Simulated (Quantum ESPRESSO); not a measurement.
# Moving one atom in AlSi2PC4

Calculated results; nothing here was measured. They come from pw.x of Quantum ESPRESSO 7.5, a plane-wave density functional program, with PseudoDojo standard norm-conserving files (v0.5 for PBE, v0.4.1 for LDA and PBEsol). The cells are made up: elements, strain and atom displacements were drawn at random, and nothing was relaxed. There is no spin polarisation, spin-orbit coupling or dispersion term.

The cell has 8 sites of a zincblende or diamond lattice. Sites 1 to 4 hold Al Si P Si; sites 5 to 8 hold C C C C. Cell vectors in Å: (4.410, -0.018, -0.035); (-0.018, 4.309, -0.066); (-0.035, -0.066, 4.396). Settings: PBE, cutoff 1116 eV, 4 x 4 x 4 k mesh shifted by half a step, Fermi-Dirac smearing of 0.025 eV.

Each run shifts the C atom on site 5 along y and leaves all else fixed. Site 3 is one of its nearest neighbours. E is the free energy of the cell above the lowest run shown.

| run | shift (Å) | Fy on site 5 (eV/Å) | Fy on site 3 (eV/Å) | P (GPa) | E (meV) |
| --- | --- | --- | --- | --- | --- |
| 1 | -0.1841 | 4.779 | -0.983 | 11.03 | 637.1 |
| 2 | -0.0781 | 2.905 | -0.398 | 9.62 | 228.7 |
| 4 | 0.0742 | 0.096 | 0.288 | 8.77 | 0.0 |
| 5 | 0.1024 | -0.418 | 0.390 | 8.77 | 4.5 |
| 6 | 0.1313 | -0.938 | 0.484 | 8.82 | 24.2 |
| 7 | 0.1536 | -1.334 | 0.551 | 8.89 | 49.5 |
| 3 | 0.0257 | ? | ? | ? | ? |

A rerun of one of these cells at 1347 eV and k mesh 6 x 6 x 6 moved values by no more than 0.007 eV in the cell's energy, 0.07 GPa in stress and 0.004 eV/Å in force.

## Worked fit

A parabola through the six runs shown gives Fy on site 5 = 1.468 - 18.20 u - 0.9 u² eV/Å, with u in Å and a scatter of 0.020 eV/Å. Minus the slope, 18.20 ± 0.33 eV/Å², is this atom's force constant along y at u = 0, with its periodic images moving too. The fitted force vanishes at u = 0.080 Å, where the energy should be lowest along this line. The error is the larger of the fit's own and the change that a cubic makes, rounded up.

## Withheld run

Question: what Fy on site 5 should run 3 give?

The fit gives 1.000 eV/Å. The calculation gave 0.990 eV/Å.

```
run,shift (Å),Fy on site 5 (eV/Å),Fy on site 3 (eV/Å),P (GPa),E (meV)
3,0.0257,0.990,0.094,8.89,26.3
```